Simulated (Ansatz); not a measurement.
BaCrS₂:
```xyz
8
Lattice="4.5038 0.0000 0.0000 0.0000 4.5038 0.0000 0.0000 0.0000 8.9447" Properties=species:S:1:pos:R:3 pbc="T T T"
Ba     0.0000     0.0000     2.7493
Ba     2.2519     2.2519     6.1954
Cr     2.2519     2.2519     0.7812
Cr     0.0000     0.0000     8.1633
S      2.2519     0.0000     8.9445
S      0.0000     2.2519     8.9445
S      2.2519     2.2519     3.1197
S      0.0000     0.0000     5.8248
```
The run is spin-polarised; directions of the spins, atom by atom: 0 0 ↓ ↑ 0 0 0 0.

Relaxed with PBEsol.

Problem. Map the electron localisation function on the plane through (0.000, 0.000, 0.307) spanned by u = [0, 0, 1] and v = [1, 1, 0] in lattice vectors, from the program Ansatz at the PBEsol level (PAW).

Solution. x is the fraction of u, y of v (the angle between them is 90°; rows are the nearest grid lines); atoms in the plane: Ba at (0.00, 0.00), Ba at (0.39, 0.50), Cr at (0.78, 0.50), Cr at (0.61, 0.00), S at (0.04, 0.50), S at (0.34, 0.00).
```
y \ x   0.000  0.100  0.175  0.275  0.375  0.450  0.550  0.625  0.725  0.825  0.900   1.00
------  -----  -----  -----  -----  -----  -----  -----  -----  -----  -----  -----  -----
1.00    0.000  0.865  0.152  0.792  0.100  0.799  0.750  0.931  0.199  0.133  0.873  0.000
0.938   0.176  0.852  0.134  0.856  0.584  0.769  0.607  0.829  0.171  0.097  0.863  0.176
0.844   0.843  0.391  0.074  0.814  0.819  0.550  0.157  0.139  0.151  0.051  0.413  0.843
0.781   0.204  0.071  0.046  0.411  0.327  0.159  0.147  0.142  0.148  0.087  0.060  0.204
0.688   0.649  0.721  0.233  0.095  0.597  0.395  0.052  0.133  0.132  0.155  0.218  0.649
0.625   0.845  0.869  0.493  0.535  0.867  0.860  0.059  0.155  0.174  0.286  0.306  0.845
0.531   0.426  0.745  0.635  0.828  0.003  0.730  0.187  0.226  0.723  0.803  0.267  0.426
0.469   0.426  0.745  0.635  0.828  0.003  0.730  0.187  0.226  0.723  0.803  0.267  0.426
0.375   0.845  0.869  0.493  0.535  0.867  0.860  0.059  0.155  0.174  0.286  0.306  0.845
0.312   0.649  0.721  0.233  0.095  0.597  0.395  0.052  0.133  0.132  0.155  0.218  0.649
0.219   0.204  0.071  0.046  0.411  0.327  0.159  0.147  0.142  0.148  0.087  0.060  0.204
0.156   0.843  0.391  0.074  0.814  0.819  0.550  0.157  0.139  0.151  0.051  0.413  0.843
0.0625  0.176  0.852  0.134  0.856  0.584  0.769  0.607  0.829  0.171  0.097  0.863  0.176
0.000   0.000  0.865  0.152  0.792  0.100  0.799  0.750  0.931  0.199  0.133  0.873  0.000
```

The density is the valence pseudo-density with augmentation charge, so density and ELF within about 1 Å of a nucleus are not all-electron values.

Space group P4/nmm. The workflow started from an entry of the Crystallography Open Database (COD); the relaxed space group is not among those it files for this formula. COD files the formula under space group No. 59. Its standing as an ambient phase is unchecked. Symmetry was held in the PBEsol relaxation, as lowered by the spin order; whether a distortion lowers the energy is not shown. Spin order of the final state: antiferromagnetic, chosen from 5 collinear starts compared on coarse meshes (ties went to the first, and starts can fall back to one state), not a proven ground state. No Hubbard U is applied. Scalar-relativistic: spin–orbit coupling is off unless named, which matters more the heavier the elements.

Potentials: the later of the program's two PAW sets.
